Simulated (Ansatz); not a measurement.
An Ansatz (a first-principles code) run. Input:

Ansatz 0.2 input:
```yaml
crystal:
  lattice:
    - [0.0, 2.9988143404, 2.9988143404]
    - [2.9988143404, 0.0, 2.9988143404]
    - [2.9988143404, 2.9988143404, 0.0]
  atoms:
    - { symbol: Cd, position: [0.0, 0.0, 0.0] }
    - { symbol: Te, position: [0.5, 0.5, 0.5] }
kpoints:
  mp_grid: { grid: [25, 25, 25] }
hamiltonian:
  xc: pbesol
  pseudopotentials: { azcp: { folder: ./paw }, kind: paw }
scf:
  occupations: { method: fermi_dirac, width: 0.1 }
elastic: { mode: relaxed_ion, stencil: two_point, amplitude: 0.005, f_tol: 0.0005 }
```

Output (shortened):

```
Pseudopotential: Cd, paw, valence charge 20
Pseudopotential: Te, paw, valence charge 16
Functional definition: PBEsol
Crystal: 2 atoms, lattice volume = 53.936 Å³
Basis set: ecut = 420 eV, 1067 PW (Γ), exchange–correlation on 60×60×60 points (8 copies of the dense FFT grid, shifted against one another)
Bands: 22, of which v1, the nominal top of the filled ones, is band 18 counted from 1 (17 counted from 0)
Symmetry: 48 space group operations
Space group: Fm-3m (ITA 225), of the structure as read, at distance tolerance 3.8e-5 Å
k-points: 455 of 15625
SCF 1 converged in 12 iterations: F = -15086.270646 eV  dr2 = 4.58e-14
Crystal: 2 atoms, lattice volume = 53.666 Å³
Basis set: ecut = 420 eV, 1057 PW (Γ), exchange–correlation on 60×60×60 points (8 copies of the dense FFT grid, shifted against one another)
Symmetry: 16 space group operations
k-points: 1183 of 15625
SCF 2 converged in 9 iterations: F = -15086.270057 eV  dr2 = 2.05e-14
Crystal: 2 atoms, lattice volume = 54.206 Å³
SCF 3 converged in 7 iterations: F = -15086.270371 eV  dr2 = 1.05e-14
Crystal: 2 atoms, lattice volume = 53.936 Å³
Basis set: ecut = 420 eV, 1063 PW (Γ), exchange–correlation on 60×60×60 points (8 copies of the dense FFT grid, shifted against one another)
Symmetry: 8 space group operations
k-points: 2197 of 15625
SCF 4 converged in 9 iterations: F = -15086.270574 eV  dr2 = 9.00e-15
Crystal: 2 atoms, lattice volume = 53.936 Å³
SCF 5 converged in 7 iterations: F = -15086.270574 eV  dr2 = 8.22e-15
SCF converged after 12 iterations
Free energy (F): -15086.270646 eV
Harris-Foulkes:  -15086.270646 eV  (|F-HF|=5.46e-12)
Internal energy: -15086.243165 eV  (E = F + TS)
E sigma→0 (E₀):  -15086.256905 eV
Entropy (-TS):   -0.027481 eV (-13.740 meV/atom)
Fermi energy:    10.792609 eV
--- Per-component energies (eV) ---
  E_band       = -678.622626
  E_kinetic    = 613.758176
  E_local      = -4855.005492  (includes V_loc(G=0)·N_el)
  E_nonlocal   = 191.639138
  E_hartree    = 2311.593394
  E_xc         = -277.205079
  E_vxc        = -297.882492  (∫ρ·V_xc dr)
  E_paw        = -8623.973813  (= ΣΔE_a)
  E_vpaw       = -954.319151  (= ΣTr[D̂ρ^β])
  E_aug_tail   = 0.000403  (compensation charges beyond the density's cutoff)
  E_ewald      = -4447.766665
  E_core_change = 0.716772  (= ΣΔE_core)
  E_smearing   = -0.027481  (= −TS)
  E_closure    =  0.000000  (closes the sum)
  Σ components = -15086.270646   (vs F -15086.270646, Δ=0.00e0)
--- Forces (eV/Å), atoms counted from 1 ---
  atom   1  Cd     0.00000000     0.00000000     0.00000000
  atom   2  Te     0.00000000     0.00000000     0.00000000
  max |Σ_I F_I| component: 0.0 eV/Å
--- Stress (GPa, compression-positive) ---
        0.086974       0.000000       0.000000
        0.000000       0.086974       0.000000
        0.000000       0.000000       0.086974
  P = ⅓ Tr σ = 0.0870 GPa (0.870 kbar)
--- Band table (eV; the first three rows and the last of 455) ---
  k-point 0: bands = ["-91.4852", "-52.5724", "-52.5724", "-52.5724", "-25.4616", "-25.4616", "-25.4549", "-25.4549", "-25.4549", "-1.1792", "2.4297", "2.4297", "2.4740", "2.4740", "2.4740", "10.2657", "10.2657", "10.2657", "11.2933", "17.9372", "17.9372", "17.9372"]
  k-point 1: bands = ["-91.4852", "-52.5724", "-52.5724", "-52.5724", "-25.4616", "-25.4616", "-25.4549", "-25.4549", "-25.4549", "-1.1650", "2.4272", "2.4272", "2.4733", "2.4750", "2.4750", "9.9837", "10.2718", "10.2718", "11.5619", "17.6787", "17.9167", "17.9167"]
  k-point 2: bands = ["-91.4852", "-52.5724", "-52.5724", "-52.5724", "-25.4616", "-25.4616", "-25.4549", "-25.4548", "-25.4548", "-1.1229", "2.4196", "2.4196", "2.4711", "2.4786", "2.4786", "9.4592", "10.2899", "10.2899", "12.0431", "17.2630", "17.7654", "17.7654"]
  k-point 454: bands = ["-91.4852", "-52.5726", "-52.5726", "-52.5726", "-25.4619", "-25.4607", "-25.4541", "-25.4539", "-25.4524", "-0.0746", "2.3435", "2.4742", "2.4877", "2.6194", "3.1830", "6.9925", "7.3715", "7.4408", "13.2542", "15.5398", "17.2640", "17.6344"]
--- Elastic constants: 2 strain directions × 2 members + reference (group order 48) ---
  dense FFT box of the reference and of every strained cell: 30×30×30
  strains applied: 11, 23; error gains: componentwise 1.00 (the most a stress slope's error grows in a printed constant), spectral 1.73 (1 for all six strains …
  C = ∂σ_k/∂η_j (tension-positive GPa; Voigt order 11 22 33 23 13 12):
       102.586     33.274     33.274      0.000      0.000      0.000
        33.274    102.586     33.274      0.000      0.000      0.000
        33.274     33.274    102.586      0.000      0.000      0.000
         0.000      0.000      0.000     16.967      0.000      0.000
         0.000      0.000      0.000      0.000     16.967      0.000
         0.000      0.000      0.000      0.000      0.000     16.967
  reference stress σ⁰ (GPa):     -0.087     -0.087     -0.087      0.000      0.000      0.000
  moduli (Voigt/Reuss/Hill, GPa): K = 56.38/56.38/56.38   G = 24.04/21.32/22.68   E = 60.00   ν = 0.323
  mechanically stable: yes (min eigenvalue of sym C = 16.97 GPa)
  strain η (Voigt 11):  stress-route row diagonal C_11 = 102.59 GPa, energy-path curvature d²(F+E_count+ΔE)/dδ²/Ω₀ = 102.56 GPa
         δ    σ_11 (GPa)             F (eV)   n_scf  n_hpsi   n_pw
    -5.000e-3      -0.6173      -15086.2700573       9  527975   1066   relax 0 steps, max|allowed force component| 0.0 eV/Å
     5.000e-3       0.4086      -15086.2703707       7  424004   1073   relax 0 steps, max|allowed force component| 0.0 eV/Å
  strain η (Voigt 23):  stress-route row diagonal C_44 = 16.97 GPa, energy-path curvature d²(F+E_count+ΔE)/dδ²/Ω₀ = 17.02 GPa
         δ    σ_23 (GPa)             F (eV)   n_scf  n_hpsi   n_pw
    -5.000e-3      -0.0848      -15086.2705739       9  998909   1071   relax 0 steps, max|allowed force component| 0.0 eV/Å
     5.000e-3       0.0848      -15086.2705739       7  791559   1071   relax 0 steps, max|allowed force component| 0.0 eV/Å
```

Cost: very roughly 6 core-minutes on shared cores.

This is a known high-pressure phase of the composition, computed here at zero pressure and temperature. The cell was relaxed with PBEsol under the symmetry of its start; its stability against distortions is not shown here. As this level gives no gap, shear constants depend on the k-mesh and smearing (Fermi–Dirac, 0.1 eV here). Scalar-relativistic: spin–orbit coupling is off unless named, which matters more the heavier the elements.

Potentials: the earlier of the program's two PAW sets.

Ansatz is a plane-wave DFT program.
